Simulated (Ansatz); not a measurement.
Input and output for Rb (hcp type): DFT, LDA, PAW with Ansatz's default frozen-core files, scalar-relativistic (Ansatz 0.2.0). This run: shape and atoms relaxed at 0.8 of the base cell's volume.

The cell comes from a relaxation on PAW files under the same functional, begun from a prototype that needn't be the stable phase.

Command: `ansatz run input.yaml --threads 1 --pin off --max-ram 2048MiB --backend cpu --events-out ev --progress --plain --runs-dir out` It took 4.7 s on 1 thread of Intel(R) Xeon(R) Platinum 8488C (Sapphire Rapids) (shared host), peak memory 0.4 GiB.

```yaml
crystal:
  lattice:
    - [4.4436995562, 0.0, 0.0]
    - [-2.2218497781, 3.8483567024, 0.0]
    - [0.0, 0.0, 7.3042727317]
  atoms:
    - { symbol: Rb, position: [0.3333333333, 0.6666666667, 0.25] }
    - { symbol: Rb, position: [0.6666666667, 0.3333333333, 0.75] }
kpoints:
  mp_grid: { grid: [9, 9, 5] }
scf:
  occupations: { method: fermi_dirac, width: 0.1 }
hamiltonian:
  xc: lda
  pseudopotentials: { kind: paw }
output:
  forces: true
  stress: true
  write_density: true
  write_potential: true
  elf: true
  volumetric_format: npy
relax:
  f_tol: 0.005
  max_steps: 30
  cell: { stress_tol: 0.11, fix: [volume] }
```

Output:

```
Engine: ansatz 0.2.0
Pseudopotentials: kind: paw
Pseudopotential: Rb, paw, valence charge 9, recommended cutoff 420 eV (normal), Rb.paw.azcp
Functional definition: SPW92
  exchange = slater_x
  correlation = pw_c
Crystal: 2 atoms, lattice volume = 124.910 Å³
Basis set: ecut = 420 eV, 2443 PW (Γ)
Bands: 13, of which v1, the nominal top of the filled ones, is band 9 counted from 1 (8 counted from 0)
Symmetry: 24 space group operations
Space group: P63/mmc (ITA 194), of the structure as read, at distance tolerance 5.0e-5 Å
k-points: 36 of 405
Non-local potential: Rb, projectors of the file, l = 0: 3, l = 1: 2, l = 2: 2
PAW form: soft (Blöchl's): semilocal exchange-correlation on the pseudo side does not see the compensation charge
PAW frozen core: Rb, regenerated for the run's functional, and the local potential with it (the file was generated under x = pbe(κ = 0.804, μ = 0.2195149727645171), c = pbe(β = 0.06672455060314922))
PAW one-centre angular grid: Rb, 110 points (default); XC on 64 Gauss nodes
Initial density: superposition of atomic densities (neutral atoms: chi_scale 0, normalization atom), corrected by the library's trained network
Initial wavefunctions: pseudopotential atomic-orbital guess
Functional: x = slater, c = lda
SCF iter   1: F=—  HF=-6341.452671 eV  |F-HF|=—  |Δ(HF+E_count)|=         —  Δρ=3.19e-3  dr2=6.11e-3  ethr=1.77e-3  ⟨swp⟩=6.8  Hψ=3074  notcnv=0
preconditioner: auto → Kerker (q_TF=auto, 1.975 Å⁻¹)  [metal: Δε(μ)=0.079 eV  Ē_g=2.499 eV  σ=0.100 eV  W_gap=0.19  n_scr=22 (ndim 8)  ℏωp=4.7 eV  f_vac=0.000  D(μ)=1.51/eV (n_scr^D=2)]
SCF iter   2: F=—  HF=-6341.451349 eV  |F-HF|=—  |Δ(HF+E_count)|=   1.32e-3  Δρ=1.66e-3  dr2=2.11e-3  ethr=3.39e-5  ⟨swp⟩=2.1  Hψ=974  notcnv=0
SCF iter   3: F=—  HF=-6341.451087 eV  |F-HF|=—  |Δ(HF+E_count)|=   2.62e-4  Δρ=2.76e-4  dr2=2.47e-4  ethr=1.17e-5  ⟨swp⟩=2.0  Hψ=760  notcnv=0
SCF iter   4: F=—  HF=-6341.451110 eV  |F-HF|=—  |Δ(HF+E_count)|=   2.30e-5  Δρ=1.51e-4  dr2=2.82e-5  ethr=1.37e-6  ⟨swp⟩=2.0  Hψ=780  notcnv=0
SCF iter   5: F=—  HF=-6341.451110 eV  |F-HF|=—  |Δ(HF+E_count)|=   2.77e-7  Δρ=6.50e-5  dr2=6.14e-6  ethr=1.57e-7  ⟨swp⟩=1.0  Hψ=468  notcnv=0
SCF iter   6: F=—  HF=-6341.451108 eV  |F-HF|=—  |Δ(HF+E_count)|=   1.62e-6  Δρ=9.88e-6  dr2=1.95e-7  ethr=3.41e-8  ⟨swp⟩=2.2  Hψ=722  notcnv=0
SCF iter   7: F=-6341.451108 eV  HF=-6341.451108 eV  |F-HF|=2.74e-9  |Δ(HF+E_count)|=   1.78e-8  Δρ=1.78e-6  dr2=5.65e-9  ethr=5.56e-10  ⟨swp⟩=8.5  Hψ=2798  notcnv=0
SCF 1 converged in 7 iterations: F = -6341.451108 eV  dr2 = 5.65e-9
  greatest PAW one-centre occupation: 0.976 electrons in one spin orbital (limit 2), on the Rb atom at site 1 (counted from 0), in its partial waves of l = 0
relax step   1: F+E_penalty+E_count = -6341.45110817 eV  Δ(F+E_penalty+E_count) = +0.000e0 eV  max|allowed force component| = 1.850e-17 eV/Å  Δτ_max = 0.0000 Å  P = +1.161 GPa  Ω = 124.910 Å³  fix = [volume]  reactions: volume +1.161 GPa  (7 SCF iters, dr2 threshold 1.00e-7 eV, accepted)
Initial density: handed on by an earlier stage of this run
Initial wavefunctions: pseudopotential atomic-orbital guess (no wavefunctions were taken with the density)
iter 1 solved again at ethr=8.29e-8 eV; its pass at ethr=3.10e-3 eV (dr2=1.49e-5 eV) is discarded
SCF iter   1: F=—  HF=-6341.451108 eV  |F-HF|=—  |Δ(HF+E_count)|=         —  Δρ=1.76e-6  dr2=5.59e-9  ethr=8.29e-8  ⟨swp⟩=4.5  Hψ=4880  notcnv=0
preconditioner: auto → Kerker (q_TF=auto, 1.975 Å⁻¹)  [metal: Δε(μ)=0.080 eV  Ē_g=2.497 eV  σ=0.100 eV  W_gap=0.19  n_scr=22 (ndim 8)  ℏωp=4.7 eV  f_vac=0.000  D(μ)=1.52/eV (n_scr^D=2)]
SCF iter   2: F=—  HF=-6341.451108 eV  |F-HF|=—  |Δ(HF+E_count)|=   2.24e-7  Δρ=1.21e-6  dr2=3.03e-9  ethr=3.10e-11  ⟨swp⟩=2.5  Hψ=861  notcnv=0
SCF iter   3: F=—  HF=-6341.451108 eV  |F-HF|=—  |Δ(HF+E_count)|=   1.40e-9  Δρ=3.37e-7  dr2=1.12e-10  ethr=1.68e-11  ⟨swp⟩=2.8  Hψ=730  notcnv=0
SCF iter   4: F=-6341.451108 eV  HF=-6341.451108 eV  |F-HF|=1.82e-12  |Δ(HF+E_count)|=  8.19e-12  Δρ=5.77e-8  dr2=8.92e-12  ethr=1.00e-12  ⟨swp⟩=7.1  Hψ=2594  notcnv=0
SCF 2 converged in 4 iterations: F = -6341.451108 eV  dr2 = 8.92e-12
relax step   2: F+E_penalty+E_count = -6341.45110817 eV  Δ(F+E_penalty+E_count) = -5.530e-10 eV  max|allowed force component| = 2.429e-17 eV/Å  Δτ_max = 0.0000 Å  P = +1.161 GPa  Ω = 124.910 Å³  fix = [volume]  reactions: volume +1.161 GPa  stress off target by 5.29e-3 GPa on what of the cell is left free  SCF on the basis re-selected at this cell (its energy is not comparable with the rows above)  (4 SCF iters)
basis re-selected at this cell: Δ(F+E_penalty+E_count) = -5.530e-10 eV, ΔP = -0.000 GPa vs the last step (what re-selecting the basis moved, of the pressure what is left beyond the Pulay correction that the steps carried, after the strain that the cell walked since its last selection, with what the two solves' SCF thresholds leave and, on support functions, any second-order correction that the steps lacked; it is no measure of the basis error at this ecutwfc). This SCF's stress stands 5.29e-3 GPa from its target on what of the cell is left free (relax.cell.stress_tol is 1.10e-1 GPa) and its largest allowed force component is 2.43e-17 eV/Å (relax.f_tol is 5.00e-3 eV/Å): within both
SCF converged after 4 iterations
Free energy (F): -6341.451108 eV
Harris-Foulkes:  -6341.451108 eV  (|F-HF|=1.82e-12)
Internal energy: -6341.398895 eV  (E = F + TS)
E sigma→0 (E₀):  -6341.425001 eV
Entropy (-TS):   -0.052213 eV (-26.107 meV/atom)
Fermi energy:    3.606278 eV
--- Per-component energies (eV) ---
  E_band       = -205.833464
  E_kinetic    = 383.598890
  E_local      = -1263.243539  (includes V_loc(G=0)·N_el)
  E_nonlocal   = 356.641298
  E_hartree    = 333.559597
  E_xc         = -256.026912
  E_vxc        = -270.014876  (∫ρ·V_xc dr)
  E_paw        = -5047.416280  (= ΣΔE_a)
  E_vpaw       = -79.934404  (= ΣTr[D̂ρ^β])
  E_aug_tail   = -0.000003  (compensation charges beyond the density's cutoff)
  E_ewald      = -849.054463
  E_core_change = 0.542518  (= ΣΔE_core)
  E_smearing   = -0.052213  (= −TS)
  E_closure    = 0.000000  (closes the sum)
  Σ components = -6341.451108   (vs F -6341.451108, Δ=0.00e0)
--- Forces (eV/Å), atoms counted from 1 ---
  atom   1  Rb    -0.00000000     0.00000000     0.00000000
  atom   2  Rb     0.00000000    -0.00000000    -0.00000000
  max |Σ_I F_I| component: 2.31e-18 eV/Å
--- Stress (GPa, compression-positive) ---
        1.158621      -0.000000       0.000000
       -0.000000       1.158621       0.000000
        0.000000       0.000000       1.166562
  P = ⅓ Tr σ = 1.1613 GPa (11.613 kbar)
--- Band table (eV; the first three rows and the last of 36) ---
  k-point 0: bands = ["-25.1428", "-25.1208", "-9.4307", "-9.1373", "-9.1373", "-9.0983", "-9.0960", "-9.0960", "1.0756", "3.5437", "4.6581", "7.2883", "7.2883"]
  k-point 1: bands = ["-25.1407", "-25.1229", "-9.4008", "-9.1334", "-9.1334", "-9.1320", "-9.1000", "-9.1000", "1.2368", "3.1023", "5.0330", "7.0260", "7.2515"]
  k-point 2: bands = ["-25.1352", "-25.1284", "-9.3206", "-9.2181", "-9.1231", "-9.1231", "-9.1103", "-9.1103", "1.6926", "2.3622", "5.6768", "6.3857", "7.2606"]
  k-point 35: bands = ["-25.1145", "-25.1145", "-9.3572", "-9.3572", "-9.3131", "-9.2823", "-9.1609", "-9.1609", "4.6376", "4.7772", "4.8407", "4.8407", "5.3398"]
--- Relaxed structure (1 steps of the walk, 1 accepted, 1 SCFs on fresh bases) ---
  F+E_penalty+E_count = -6341.45110817 eV   max|allowed force component| = 2.429e-17 eV/Å   (the final SCF, on the basis selected at the relaxed cell)
  cell:  # Å, volume = 124.9099 Å³
    - [4.44369955616834, 0.0, 0.0]
    - [-2.22184977808417, 3.848356702427418, 0.0]
    - [0.0, 0.0, 7.3042727317]
  atoms:
    - { symbol: Rb, position: [0.33333333333333326, 0.6666666666666665, 0.25] }
    - { symbol: Rb, position: [0.6666666666666666, 0.33333333333333326, 0.75] }
```

Next run (volume at 0.8 of the series' base cell), as changes to the input before:

```diff
   stress: true
-  write_density: true
-  write_potential: true
-  elf: true
-  volumetric_format: npy
-relax:
-  f_tol: 0.005
-  max_steps: 30
-  cell: { stress_tol: 0.11, fix: [volume] }
+  eigenvalues: true
+  populations: true
```

Command: `ansatz run input.yaml --threads 1 --pin off --max-ram 2048MiB --backend cpu --events-out ev --progress --plain --runs-dir out` It took 2.6 s on 1 thread of Intel(R) Xeon(R) Platinum 8488C (Sapphire Rapids) (shared host), peak memory 0.39 GiB.

Results part of the output:

```
SCF 1 converged in 7 iterations: F = -6341.451108 eV  dr2 = 5.64e-9
  greatest PAW one-centre occupation: 0.976 electrons in one spin orbital (limit 2), on the Rb atom at site 1 (counted from 0), in its partial waves of l = 0
SCF converged after 7 iterations
Free energy (F): -6341.451108 eV
Harris-Foulkes:  -6341.451108 eV  (|F-HF|=2.74e-9)
Internal energy: -6341.398895 eV  (E = F + TS)
E sigma→0 (E₀):  -6341.425001 eV
Entropy (-TS):   -0.052213 eV (-26.107 meV/atom)
Fermi energy:    3.606256 eV
--- Per-component energies (eV) ---
  E_band       = -205.834347
  E_kinetic    = 383.599276
  E_local      = -1263.244408  (includes V_loc(G=0)·N_el)
  E_nonlocal   = 356.641526
  E_hartree    = 333.560010
  E_xc         = -256.027018
  E_vxc        = -270.015008  (∫ρ·V_xc dr)
  E_paw        = -5047.416332  (= ΣΔE_a)
  E_vpaw       = -79.934384  (= ΣTr[D̂ρ^β])
  E_aug_tail   = -0.000003  (compensation charges beyond the density's cutoff)
  E_ewald      = -849.054463
  E_core_change = 0.542518  (= ΣΔE_core)
  E_smearing   = -0.052213  (= −TS)
  E_closure    = 0.000000  (closes the sum)
  Σ components = -6341.451108   (vs F -6341.451108, Δ=0.00e0)
--- Forces (eV/Å), atoms counted from 1 ---
  atom   1  Rb    -0.00000000     0.00000000     0.00000000
  atom   2  Rb     0.00000000    -0.00000000    -0.00000000
  max |Σ_I F_I| component: 4.63e-18 eV/Å
--- Stress (GPa, compression-positive) ---
        1.158630      -0.000000       0.000000
       -0.000000       1.158630       0.000000
        0.000000       0.000000       1.166567
  P = ⅓ Tr σ = 1.1613 GPa (11.613 kbar)
--- Band table (eV; the first three rows and the last of 36) ---
  k-point 0: bands = ["-25.1428", "-25.1209", "-9.4308", "-9.1373", "-9.1373", "-9.0983", "-9.0960", "-9.0960", "1.0756", "3.5437", "4.6581", "7.2883", "7.2883"]
  k-point 1: bands = ["-25.1407", "-25.1230", "-9.4008", "-9.1334", "-9.1334", "-9.1320", "-9.1000", "-9.1000", "1.2368", "3.1023", "5.0329", "7.0260", "7.2514"]
  k-point 2: bands = ["-25.1352", "-25.1285", "-9.3207", "-9.2181", "-9.1231", "-9.1231", "-9.1104", "-9.1104", "1.6925", "2.3621", "5.6768", "6.3857", "7.2606"]
  k-point 35: bands = ["-25.1145", "-25.1145", "-9.3572", "-9.3572", "-9.3132", "-9.2823", "-9.1610", "-9.1610", "4.6375", "4.7772", "4.8407", "4.8407", "5.3398"]
--- Löwdin populations: 2 sites ---
  site symbol       q [e]
     0     Rb      8.9636
     1     Rb      8.9636
  spilling = 0.004041 (of n_electrons = 18.000000)
```

Next run (shape and atoms relaxed at 0.7 of the base cell's volume), as changes to the input before:

```diff
   lattice:
-    - [4.4436995562, 0.0, 0.0]
-    - [-2.2218497781, 3.8483567024, 0.0]
-    - [0.0, 0.0, 7.3042727317]
+    - [4.250245724, 0.0, 0.0]
+    - [-2.125122862, 3.6808207693, 0.0]
+    - [0.0, 0.0, 6.9862855379]
   atoms:
   stress: true
-  eigenvalues: true
-  populations: true
+  write_density: true
+  write_potential: true
+  elf: true
+  volumetric_format: npy
+relax:
+  f_tol: 0.005
+  max_steps: 30
+  cell: { stress_tol: 0.21, fix: [volume] }
```

Results part of the output:

```
basis re-selected at this cell: Δ(F+E_penalty+E_count) = -4.226e-9 eV, ΔP = -0.000 GPa vs the last step (what re-selecting the basis moved, of the pressure what is left beyond the Pulay correction that the steps carried, after the strain that the cell walked since its last selection, with what the two solves' SCF thresholds leave and, on support functions, any second-order correction that the steps lacked; it is no measure of the basis error at this ecutwfc). This SCF's stress stands 7.38e-3 GPa from its target on what of the cell is left free (relax.cell.stress_tol is 2.10e-1 GPa) and its largest allowed force component is 1.30e-17 eV/Å (relax.f_tol is 5.00e-3 eV/Å): within both
SCF converged after 4 iterations
Free energy (F): -6341.285178 eV
Harris-Foulkes:  -6341.285178 eV  (|F-HF|=1.64e-11)
Internal energy: -6341.231931 eV  (E = F + TS)
E sigma→0 (E₀):  -6341.258554 eV
Entropy (-TS):   -0.053246 eV (-26.623 meV/atom)
Fermi energy:    4.466265 eV
--- Per-component energies (eV) ---
  E_band       = -190.649812
  E_kinetic    = 384.533086
  E_local      = -1201.600831  (includes V_loc(G=0)·N_el)
  E_nonlocal   = 357.013111
  E_hartree    = 310.099472
  E_xc         = -256.643445
  E_vxc        = -270.818054  (∫ρ·V_xc dr)
  E_paw        = -5047.475883  (= ΣΔE_a)
  E_vpaw       = -79.975928  (= ΣTr[D̂ρ^β])
  E_aug_tail   = -0.000003  (compensation charges beyond the density's cutoff)
  E_ewald      = -887.699956
  E_core_change = 0.542518  (= ΣΔE_core)
  E_smearing   = -0.053246  (= −TS)
  E_closure    = -0.000000  (closes the sum)
  Σ components = -6341.285178   (vs F -6341.285178, Δ=0.00e0)
--- Forces (eV/Å), atoms counted from 1 ---
  atom   1  Rb     0.00000000     0.00000000     0.00000000
  atom   2  Rb     0.00000000    -0.00000000     0.00000000
  max |Σ_I F_I| component: 2.31e-18 eV/Å
--- Stress (GPa, compression-positive) ---
        2.345474       0.000000       0.000000
        0.000000       2.345474       0.000000
        0.000000       0.000000       2.334409
  P = ⅓ Tr σ = 2.3418 GPa (23.418 kbar)
--- Band table (eV; the first three rows and the last of 36) ---
  k-point 0: bands = ["-24.3020", "-24.2630", "-8.6875", "-8.2485", "-8.2485", "-8.1918", "-8.1886", "-8.1886", "1.7463", "4.3264", "5.7448", "8.2155", "8.2155"]
  k-point 1: bands = ["-24.2983", "-24.2667", "-8.6436", "-8.2431", "-8.2428", "-8.2428", "-8.1944", "-8.1944", "1.9328", "3.9402", "6.0187", "7.9365", "8.1720"]
  k-point 2: bands = ["-24.2886", "-24.2765", "-8.5257", "-8.3730", "-8.2279", "-8.2279", "-8.2094", "-8.2094", "2.4515", "3.1867", "6.5833", "7.2778", "8.1800"]
  k-point 35: bands = ["-24.2518", "-24.2518", "-8.5767", "-8.5767", "-8.5117", "-8.4651", "-8.2831", "-8.2831", "5.5144", "5.5940", "5.7281", "5.7281", "6.3314"]
--- Relaxed structure (1 steps of the walk, 1 accepted, 1 SCFs on fresh bases) ---
  F+E_penalty+E_count = -6341.28517750 eV   max|allowed force component| = 1.301e-17 eV/Å   (the final SCF, on the basis selected at the relaxed cell)
  cell:  # Å, volume = 109.2962 Å³
    - [4.25024572399412, 0.0, 0.0]
    - [-2.12512286199706, 3.680820769305092, 0.0]
    - [0.0, 0.0, 6.9862855379]
  atoms:
    - { symbol: Rb, position: [0.3333333333333333, 0.6666666666666666, 0.24999999999999997] }
    - { symbol: Rb, position: [0.6666666666666665, 0.3333333333333333, 0.75] }
```

Next run (volume at 0.7 of the series' base cell), as changes to the input before:

```diff
   stress: true
+  eigenvalues: true
+  populations: true
   write_density: true
   volumetric_format: npy
-relax:
-  f_tol: 0.005
-  max_steps: 30
-  cell: { stress_tol: 0.21, fix: [volume] }
```

Results part of the output:

```
SCF 1 converged in 6 iterations: F = -6341.285177 eV  dr2 = 9.61e-8
  greatest PAW one-centre occupation: 0.976 electrons in one spin orbital (limit 2), on the Rb atom at site 1 (counted from 0), in its partial waves of l = 0
SCF converged after 6 iterations
Free energy (F): -6341.285177 eV
Harris-Foulkes:  -6341.285177 eV  (|F-HF|=1.23e-8)
Internal energy: -6341.231931 eV  (E = F + TS)
E sigma→0 (E₀):  -6341.258554 eV
Entropy (-TS):   -0.053246 eV (-26.623 meV/atom)
Fermi energy:    4.466158 eV
--- Per-component energies (eV) ---
  E_band       = -190.653126
  E_kinetic    = 384.534308
  E_local      = -1201.603484  (includes V_loc(G=0)·N_el)
  E_nonlocal   = 357.013789
  E_hartree    = 310.100712
  E_xc         = -256.643790
  E_vxc        = -270.818479  (∫ρ·V_xc dr)
  E_paw        = -5047.476025  (= ΣΔE_a)
  E_vpaw       = -79.976428  (= ΣTr[D̂ρ^β])
  E_aug_tail   = -0.000003  (compensation charges beyond the density's cutoff)
  E_ewald      = -887.699956
  E_core_change = 0.542518  (= ΣΔE_core)
  E_smearing   = -0.053246  (= −TS)
  E_closure    = -0.000000  (closes the sum)
  Σ components = -6341.285177   (vs F -6341.285177, Δ=0.00e0)
--- Forces (eV/Å), atoms counted from 1 ---
  atom   1  Rb     0.00000000     0.00000000     0.00000000
  atom   2  Rb     0.00000000    -0.00000000     0.00000000
  max |Σ_I F_I| component: 1.16e-18 eV/Å
--- Stress (GPa, compression-positive) ---
        2.345500       0.000000       0.000000
       -0.000000       2.345500       0.000000
        0.000000       0.000000       2.334435
  P = ⅓ Tr σ = 2.3418 GPa (23.418 kbar)
--- Band table (eV; the first three rows and the last of 36) ---
  k-point 0: bands = ["-24.3022", "-24.2632", "-8.6876", "-8.2487", "-8.2487", "-8.1920", "-8.1888", "-8.1888", "1.7461", "4.3263", "5.7446", "8.2154", "8.2154"]
  k-point 1: bands = ["-24.2985", "-24.2670", "-8.6438", "-8.2433", "-8.2430", "-8.2430", "-8.1945", "-8.1945", "1.9327", "3.9401", "6.0186", "7.9364", "8.1719"]
  k-point 2: bands = ["-24.2888", "-24.2767", "-8.5259", "-8.3732", "-8.2281", "-8.2281", "-8.2096", "-8.2096", "2.4514", "3.1866", "6.5831", "7.2777", "8.1799"]
  k-point 35: bands = ["-24.2520", "-24.2520", "-8.5769", "-8.5769", "-8.5119", "-8.4653", "-8.2833", "-8.2833", "5.5144", "5.5939", "5.7280", "5.7280", "6.3313"]
--- Löwdin populations: 2 sites ---
  site symbol       q [e]
     0     Rb      8.9483
     1     Rb      8.9483
  spilling = 0.005747 (of n_electrons = 18.000000)
```

Next run (shape and atoms relaxed at 0.6 of the base cell's volume), as changes to the input before:

```diff
   lattice:
-    - [4.250245724, 0.0, 0.0]
-    - [-2.125122862, 3.6808207693, 0.0]
-    - [0.0, 0.0, 6.9862855379]
+    - [4.037368986, 0.0, 0.0]
+    - [-2.018684493, 3.4964641063, 0.0]
+    - [0.0, 0.0, 6.6363721982]
   atoms:
   stress: true
-  eigenvalues: true
-  populations: true
-  write_density: true
-  write_potential: true
-  elf: true
-  volumetric_format: npy
+relax:
+  f_tol: 0.005
+  max_steps: 30
+  cell: { stress_tol: 0.35, fix: [volume] }
```

Results part of the output:

```
basis re-selected at this cell: Δ(F+E_penalty+E_count) = -2.865e-9 eV, ΔP = -0.000 GPa vs the last step (what re-selecting the basis moved, of the pressure what is left beyond the Pulay correction that the steps carried, after the strain that the cell walked since its last selection, with what the two solves' SCF thresholds leave and, on support functions, any second-order correction that the steps lacked; it is no measure of the basis error at this ecutwfc). This SCF's stress stands 4.17e-2 GPa from its target on what of the cell is left free (relax.cell.stress_tol is 3.50e-1 GPa) and its largest allowed force component is 1.21e-17 eV/Å (relax.f_tol is 5.00e-3 eV/Å): within both
SCF converged after 3 iterations
Free energy (F): -6340.969561 eV
Harris-Foulkes:  -6340.969561 eV  (|F-HF|=6.73e-11)
Internal energy: -6340.912778 eV  (E = F + TS)
E sigma→0 (E₀):  -6340.941170 eV
Entropy (-TS):   -0.056783 eV (-28.392 meV/atom)
Fermi energy:    5.595203 eV
--- Per-component energies (eV) ---
  E_band       = -171.063678
  E_kinetic    = 385.829528
  E_local      = -1128.004900  (includes V_loc(G=0)·N_el)
  E_nonlocal   = 357.445296
  E_hartree    = 282.774340
  E_xc         = -257.449798
  E_vxc        = -271.871705  (∫ρ·V_xc dr)
  E_paw        = -5047.544403  (= ΣΔE_a)
  E_vpaw       = -80.010185  (= ΣTr[D̂ρ^β])
  E_aug_tail   = -0.000003  (compensation charges beyond the density's cutoff)
  E_ewald      = -934.505356
  E_core_change = 0.542518  (= ΣΔE_core)
  E_smearing   = -0.056783  (= −TS)
  E_closure    = 0.000000  (closes the sum)
  Σ components = -6340.969561   (vs F -6340.969561, Δ=0.00e0)
--- Forces (eV/Å), atoms counted from 1 ---
  atom   1  Rb    -0.00000000    -0.00000000     0.00000000
  atom   2  Rb     0.00000000     0.00000000    -0.00000000
  max |Σ_I F_I| component: 0.00e0 eV/Å
--- Stress (GPa, compression-positive) ---
        4.325047      -0.000000       0.000000
       -0.000000       4.325047       0.000000
        0.000000       0.000000       4.262461
  P = ⅓ Tr σ = 4.3042 GPa (43.042 kbar)
--- Relaxed structure (1 steps of the walk, 1 accepted, 1 SCFs on fresh bases) ---
  F+E_penalty+E_count = -6340.96956145 eV   max|allowed force component| = 1.214e-17 eV/Å   (the final SCF, on the basis selected at the relaxed cell)
  cell:  # Å, volume = 93.6825 Å³
    - [4.037368985984169, 0.0, 0.0]
    - [-2.0186844929920844, 3.49646410631371, 0.0]
    - [0.0, 0.0, 6.6363721982]
  atoms:
    - { symbol: Rb, position: [0.3333333333333332, 0.6666666666666664, 0.25] }
    - { symbol: Rb, position: [0.6666666666666666, 0.3333333333333332, 0.75] }
```

The PAW files were made under PBE.
